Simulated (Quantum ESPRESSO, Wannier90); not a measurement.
## Wannierisation of PbSe (Cmcm)

```xyz
4
Lattice="4.3098 0.0000 0.0000 0.0000 0.0000 -4.4505 -2.1549 6.1339 0.0000" Properties=species:S:1:pos:R:3 pbc="T T T"
Pb     2.1549    -1.6164    -1.1126
Pb    -2.1549     1.6164     1.1126
Se     0.0000     1.7017    -1.1126
Se     0.0000    -1.7017     1.1126
```

Cell from Materials Project (mp-1063670), symmetrised, no further relaxation. Not found in the COD (Crystallography Open Database) copy used, which has the formula in other groups; not checked further. Level: PBEsol, no spin polarisation, no spin-orbit coupling; pw.x of Quantum ESPRESSO at 69 Ry with PseudoDojo potentials, 6×6×6 k-points, Wannier90. Density: 8×8×8 mesh, Gaussian smearing 0.01 Ry. Spin-orbit coupling is left out although heavy elements are present.

Bands 21-30 form an isolated set from -13.09 to -0.02 eV relative to the valence-band maximum (on the path) and are turned into 10 Wannier functions by minimising the spread from the start: SCDM (isolated).

Task: Where do the functions sit, how wide are they and what are they made of?

Result: 
| functions | spread (Å²) | nearest atom, distance (Å) | second atom, distance (Å) | weight on atomic waves |
|---|---|---|---|---|
| 2 | 2.77 | Se 0.56 | Pb 2.67 | Se 4p 54 %, Se 4s 27 %, Pb 6p 16 % |
| 4 | 2.89 | Se 0.54 | Pb 2.59 | Se 4p 55 %, Se 4s 25 %, Pb 6p 17 % |
| 2 | 2.56 | Se 0.85 | Pb 1.96 | Se 4p 58 %, Pb 6p 23 %, Se 4s 13 % |
| 2 | 2.63 | Pb 0.18 | Se 2.99 | Pb 6s 93 %, Pb 6p 4 % |

Ω_I = 24.34 Å², Ω_total = 27.48 Å²; the interpolated bands follow pw.x to 16 meV rms on the path. It is the lowest total spread that any start reached here.
